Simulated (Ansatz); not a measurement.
Relaxed-ion elastic tensor of Fe (simple cubic, Pm-3m) in GPa (Voigt order), r²SCAN in the plane-wave PAW code Ansatz; density 6.60 g/cm³, 14.05 Å³ per atom.

```
  304    5.5    5.5    0.0    0.0    0.0
  5.5    304    5.5    0.0    0.0    0.0
  5.5    5.5    304    0.0    0.0    0.0
  0.0    0.0    0.0  -79.3    0.0    0.0
  0.0    0.0    0.0    0.0  -79.3    0.0
  0.0    0.0    0.0    0.0    0.0  -79.3
```

Problem. Is the crystal mechanically stable?

Solution. No: the smallest eigenvalue of C is -79.3 GPa.

The cell is a constructed one: a structure type filled with these elements; neither database checked (COD, Materials Project) lists it. It is not the phase usual at ambient conditions (space group No. 229). The cell was relaxed with r²SCAN under the symmetry of its start. At this level the phase is mechanically unstable. The final state is ferromagnetic, chosen from 3 collinear starts compared on coarse meshes (ties went to the first, and starts can fall back to one state), not a proven ground state. Other orbital occupations within this spin state were not tried. As this level gives no gap, shear constants depend on the k-mesh and smearing (Fermi–Dirac, 0.1 eV here).

Potentials: the later of the program's two PAW sets.
